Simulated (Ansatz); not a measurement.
GaRu₃C:
```
GaRu3C
1.0
    3.97778     0.00000     0.00000
    0.00000     3.97778     0.00000
    0.00000     0.00000     3.97778
Ga Ru C
1 3 1
Direct
  0.00000   0.00000   0.00000
  0.00000   0.50000   0.50000
  0.50000   0.00000   0.50000
  0.50000   0.50000   0.00000
  0.50000   0.50000   0.50000
```

Relaxed with PBEsol in the plane-wave PAW code Ansatz. Indices refer to the conventional cell of Pm-3m, a = b = c = 3.9778 Å, α = β = γ = 90.00°.

Task: Simulate the powder diffraction pattern (Cu Kα, λ = 1.54184 Å; lines above 1 %) up to 2θ = 90°.

Result: Simulated powder pattern, Cu Kα, λ = 1.54184 Å (kinematic, ideal powder, no thermal factors, no anomalous dispersion; the 30 strongest lines at most, above 1 %, up to 2θ = 90°):

```json
[
 {"2θ (°)": "22.35", "d (Å)": "3.978", "I/Imax (%)": "4.4", "hkl": "(100)"},
 {"2θ (°)": "39.23", "d (Å)": "2.297", "I/Imax (%)": "100", "hkl": "(111)"},
 {"2θ (°)": "45.61", "d (Å)": "1.989", "I/Imax (%)": "53", "hkl": "(200)"},
 {"2θ (°)": "51.36", "d (Å)": "1.779", "I/Imax (%)": "1.4", "hkl": "(210)"},
 {"2θ (°)": "66.48", "d (Å)": "1.406", "I/Imax (%)": "33", "hkl": "(220)"},
 {"2θ (°)": "80.00", "d (Å)": "1.199", "I/Imax (%)": "36", "hkl": "(311)"},
 {"2θ (°)": "84.35", "d (Å)": "1.148", "I/Imax (%)": "11", "hkl": "(222)"}
]
```

The start of the workflow was typed in or built on a structure type; neither database checked (COD, Materials Project) lists it. Whether it is the stable phase at ambient conditions was not checked. Symmetry was held in the PBEsol relaxation; phonons show weakly imaginary modes. No spin polarisation was allowed.

Potentials: the earlier of the program's two PAW sets. The files were generated under PBE; for other functionals the program regenerates the frozen cores, and for LDA and PBEsol the local potential too.
